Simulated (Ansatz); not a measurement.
Notes on HfTl₂PbS₄

```
Tl Pb Hf S
1.0
     0.00000    8.33065    0.00000
     7.83363   -4.16533    0.00000
     2.24228    0.00000   -6.41552
Tl Pb Hf S
4 2 2 8
Direct
  0.62371 0.49846 0.76947
  0.12525 0.50154 0.73053
  0.37629 0.50154 0.23053
  0.87475 0.49846 0.26947
  0.62321 0.00000 0.75000
  0.37679 0.00000 0.25000
  0.12089 0.00000 0.75000
  0.87911 0.00000 0.25000
  0.19770 0.19160 0.99720
  0.00610 0.80840 0.50280
  0.80230 0.80840 0.00280
  0.99390 0.19160 0.49720
  0.44340 0.21380 0.53620
  0.22960 0.78620 0.96380
  0.55660 0.78620 0.46380
  0.77040 0.21380 0.03620
```

The numbers come from plane-wave PAW DFT (Ansatz): PBE, no spin polarisation, 420 eV, 4×4×4 Γ-centred k points, fermi-dirac occupations (width 0.1 eV). Nothing was relaxed.

(1) Is it stable against the elements?

(2) Give the Bader charges.

(3) Is there a gap, and of what kind?

(4) Describe some of the short contacts.

(5) Which atom feels the largest force, and which way?

Origin: a database entry at a rescaled volume. Caveats: no spin-orbit coupling, which can shift this gap by tenths of an eV.

## Answers

(1) -0.90 eV an atom against the elements' usual phases (free molecules for gases, crystals otherwise, with no correction for O₂ or N₂), so it is bound against them; other compounds may still compete. Relaxing would lower it.

(2) Bader charges in e: Hf +2.14, Tl +0.59, Pb +1.02, S -1.12 to -1.05. In the mean Hf gives up most and S takes most.

(3) The gap is 0.90 eV, indirect (the least direct gap found is 1.82 eV). A semilocal functional usually gives too small a gap.

(4) Hf–S at 2.56 Å: least valence density 0.46 e/Å³ and ELF 0.30 there. Pb–S at 2.96 Å: least valence density 0.22 e/Å³ and ELF 0.25 there. Tl–S at 3.07 Å: least valence density 0.17 e/Å³ and ELF 0.18 there, a closed-shell (ionic or weak) contact. Both are smooth PAW fields, read partly inside the augmentation spheres.

(5) The largest is on S13 (and as large on other atoms): 0.21 eV/Å, components (-0.14, -0.10, -0.11). It makes 17° with the line to a nearest neighbour, Hf7 at 2.56 Å, pointing towards it.
